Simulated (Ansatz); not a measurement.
Starting structure, B put at a bridge N-Ti site (TiN, Fm-3m (No. 225), (1 0 0) face):

```
CELL_PARAMETERS angstrom
2.97263 0.00000 0.00000
0.00000 2.97263 0.00000
0.00000 0.00000 25.30590
ATOMIC_POSITIONS crystal
Ti 0.50000 0.50000 0.33589
N 0.00000 0.00000 0.33589
Ti 0.00000 0.00000 0.41895
N 0.50000 0.50000 0.41895
Ti 0.50000 0.50000 0.50201
N 0.00000 0.00000 0.50250
Ti 0.00000 0.00000 0.58080
N 0.50000 0.50000 0.58717
B 0.25000 0.75000 0.66858
```

All numbers below come from DFT PBEsol, scalar-relativistic, plane waves, PAW in Ansatz 0.2.0. Plane waves to 420 eV, a k mesh through Γ of 10×10×1 on the computed 9-atom cell and Gaussian smearing (0.10 eV); no spin polarisation. The cell repeats along c with a dipole correction in the vacuum.

Atoms 1, 2, 3, 4 (counted from 1) are held. The cell is fixed. Force threshold 0.03 eV/Å.

**Question.** Where does it end?

**Answer.** The energy falls by 2.414 eV in 10 steps, to:

```yaml
crystal:
  lattice:
    - [2.97263, 0.00000, 0.00000]
    - [0.00000, 2.97263, 0.00000]
    - [0.00000, 0.00000, 25.30590]
  atoms:
    - { symbol: Ti, position: [0.50000, 0.50000, 0.33589] }
    - { symbol: N, position: [0.00000, 0.00000, 0.33589] }
    - { symbol: Ti, position: [0.00000, 0.00000, 0.41895] }
    - { symbol: N, position: [0.50000, 0.50000, 0.41895] }
    - { symbol: Ti, position: [0.49976, 0.50024, 0.50132] }
    - { symbol: N, position: [0.99989, 0.00011, 0.50359] }
    - { symbol: Ti, position: [0.99936, 0.00064, 0.59181] }
    - { symbol: N, position: [0.49984, 0.50016, 0.58059] }
    - { symbol: B, position: [0.49917, 0.50083, 0.63709] }
```

The end is the local minimum or symmetric point that this start leads to. The slab is only 6.3 Å thick, so the energy isn't converged with thickness.

Spin polarisation was left out, and a magnetic state may lie lower.

Cost: 1 run of about 7.1 core-minutes, on Intel Xeon Platinum 8259CL (Skylake/Cascade Lake) (shared hosts).